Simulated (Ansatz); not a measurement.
NbAg:
```xyz
2
Lattice="0.0000 2.7299 2.7299 2.7299 0.0000 2.7299 2.7299 2.7299 0.0000" Properties=species:S:1:pos:R:3 pbc="T T T"
Ag     0.0000     0.0000     0.0000
Nb     2.7299     2.7299     2.7299
```

Relaxed with PBE. Special points in fractions of this cell's reciprocal vectors: Γ (0.000, 0.000, 0.000); X (0.500, 0.000, 0.500); U (0.625, 0.250, 0.625); K (0.375, 0.375, 0.750); L (0.500, 0.500, 0.500); W (0.500, 0.250, 0.750).

Q: List the band energies nearest the Fermi level at these points for the program Ansatz at the PBE with spin–orbit coupling level (PAW).

A: In eV from the Fermi level; about four levels below and three above (degenerate sets whole), none deeper than 8.9 eV; points with the same levels are listed once.

```json
[
 {"k": "Γ", "below": "-5.48 -5.48 -5.48 -5.48 -5.30 -5.30", "above": "0.92 0.92 0.92 0.92"},
 {"k": "X", "below": "-3.54 -3.54 -0.48 -0.48", "above": "0.38 0.38 1.64 1.64"},
 {"k": "U", "below": "-0.64 -0.64 -0.47 -0.47", "above": "0.62 0.62 1.44 1.44"},
 {"k": "L", "below": "-0.83 -0.83 -0.83 -0.83", "above": "1.21 1.21 1.27 1.27"},
 {"k": "W", "below": "-0.40 -0.40 -0.39 -0.39", "above": "1.67 1.67 3.19 3.19"}
]
```

Space group Fm-3m (rock salt). The start of the workflow was typed in or built on a structure type; neither database checked (COD, Materials Project) lists it. Its standing as an ambient phase is unchecked. Symmetry was held in the PBE relaxation; its stability against distortions is not shown here. The run is not spin-polarised. The volume moved by 16 % from the start of the relaxation. Its formation energy is positive at this level, so the cell may be metastable or incomplete.

Potentials: the earlier of the program's two PAW sets.
